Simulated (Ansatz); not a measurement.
## YbB2: settings compared (Ansatz)

Input:

```yaml
crystal:
  lattice:
    - [3.21962, 0.0, 0.0]
    - [-1.60981, 2.78827037, 0.0]
    - [0.0, 0.0, 3.6962779]
  atoms:
    - { symbol: Yb, position: [0.0, 0.0, 0.0] }
    - { symbol: B, position: [0.3333, 0.6667, 0.5] }
    - { symbol: B, position: [0.6666, 0.3333, 0.5] }
  symmetry: { tolerance: 0.0003 }
kpoints:
  mp_grid: { grid: [6, 6, 5], shift: [0, 0, 0] }
magnetization:
  spin_polarized: false
scf:
  occupations: { method: fermi_dirac }
hamiltonian:
  pseudopotentials: { kind: paw }
  xc: r2scan
basis:
  ecutwfc: 500
output:
  forces: true
  stress: true
  eigenvalues: true
  write_density: true
  write_potential: true
  elf: true
  volumetric_format: npy
```

The command:

```bash
ansatz run input.yaml --threads 1 --pin off --max-ram 2560MiB --backend cpu --events-out ev --progress --plain --runs-dir out
```

Origin of the cell: a database entry, scaled a little.

The smearing width isn't typed, so it takes its default of 0.1 eV.

Output of this run (shortened):

```
SCF iter   1: F=—  HF=-14120.389554 eV  Δρ=5.45e-2  dr2=8.36e-1  dr2_τ=2.49e-1
SCF iter   2: F=—  HF=-14122.267791 eV  Δρ=2.49e-1  dr2=1.66e1  dr2_τ=4.81e-2  defer=5  recentre
SCF iter   3: F=—  HF=-14120.417794 eV  Δρ=5.53e-3  dr2=7.10e-3  dr2_τ=2.77e-4
SCF iter   4: F=—  HF=-14120.413107 eV  Δρ=2.69e-3  dr2=3.41e-3  dr2_τ=1.72e-4
SCF iter   5: F=—  HF=-14120.412722 eV  Δρ=2.41e-3  dr2=1.31e-3  dr2_τ=1.22e-5
SCF iter   6: F=—  HF=-14120.412705 eV  Δρ=1.21e-3  dr2=4.05e-4  dr2_τ=4.54e-6
SCF iter   7: F=—  HF=-14120.412649 eV  Δρ=3.76e-4  dr2=6.09e-5  dr2_τ=7.92e-7
SCF iter   8: F=—  HF=-14120.412642 eV  Δρ=1.83e-4  dr2=8.09e-6  dr2_τ=1.88e-8
SCF iter   9: F=—  HF=-14120.412642 eV  Δρ=6.98e-5  dr2=1.41e-6  dr2_τ=7.84e-9
SCF iter  10: F=-14120.412642 eV  HF=-14120.412642 eV  Δρ=1.43e-5  dr2=2.82e-8  dr2_τ=9.63e-10
SCF 1 converged in 10 iterations: F = -14120.412642 eV  dr2 = 2.82e-8
SCF converged after 10 iterations
Free energy (F): -14120.412642 eV
Harris-Foulkes:  -14120.412642 eV  (|F-HF|=6.23e-8)
Internal energy: -14120.277774 eV  (E = F + TS)
E sigma→0 (E₀):  -14120.345208 eV
Entropy (-TS):   -0.134868 eV (-44.956 meV/atom)
Fermi energy:    15.501878 eV
--- Per-component energies (eV) ---
  E_band       = 169.961447
  E_kinetic    = 470.093246
  E_local      = -5587.089254  (includes V_loc(G=0)·N_el)
  E_nonlocal   = 536.812262
  E_hartree    = 2458.163846
  E_xc         = -231.796621
  E_vxc        = -322.947062  (∫ρ·V_xc dr)
  E_paw        = -7507.793004  (= ΣΔE_a)
  E_vpaw       = 138.436075  (= ΣTr[D̂ρ^β])
  E_aug_tail   = -0.000001  (compensation charges beyond the density's cutoff)
  E_vtau       = 18.327246  (kinetic-family band-sum trace: ∫τ·v_τ [+ j·A + Jᵃ·Aᵃ] dr)
  E_ewald      = -4259.480570
  E_core_change = 0.812322  (= ΣΔE_core)
  E_smearing   = -0.134868  (= −TS)
  Σ components = -14120.412642   (vs F -14120.412642, Δ=0.00e0)
--- Forces (eV/Å), atoms counted from 1 ---
  atom   1  Yb    -0.000000     0.000000     0.000000
  atom   2  B      0.000000    -0.000000     0.000000
  atom   3  B      0.000000     0.000000     0.000000
  max |Σ_I F_I| component: 1.11e-16 eV/Å
--- Stress (GPa, compression-positive) ---
        4.379146      -0.000000       0.000000
       -0.000000       4.379146       0.000000
        0.000000       0.000000      12.469497
  P = ⅓ Tr σ = 7.0759 GPa (70.759 kbar)
```

The same input was run again with these changes:

1. `accuracy` default → low
2. `basis.ecutwfc` 500 → "450 eV"; `kpoints.mp_grid.grid` [6, 6, 5] → [8, 8, 6]
3. `hamiltonian.xc` r2scan → lda; `scf.convergence.dr2_threshold` default → 1.0e-08
4. `crystal.symmetry` { tolerance: 0.0003 } → { detect: false }

| run | end | SCF iterations | P (GPa) | max force component (eV/Å) | moment (μB) | ΔE(σ→0) (meV/atom) |
| --- | --- | --- | --- | --- | --- | --- |
| base | converged | 10 | 7.08 | 0.000 | – | 0 |
| 1 | converged | 10 | 7.08 | 0.000 | – | 0.00 |
| 2 | converged | 11 | 6.99 | 0.000 | – | -5.65 |
| 3 | converged | 9 | -2.58 | 0.000 | – | – |
| 4 | converged | 10 | 7.08 | 0.001 | – | 0.00 |

Energies are compared only where functional, datasets, charge and starting cell are the same.

Caveats of the base run: f shells without a U or exact exchange are poorly placed; no spin polarisation, so a magnetic state may lie lower; no spin-orbit coupling, though heavy elements are present; the k mesh is coarse if the cell is a metal.

Run 2: the cutoff lies below the datasets' advice.

Time of the base run: 2.3 s of wall time on 1 CPU thread(s) of a shared host, from the program's own first density.
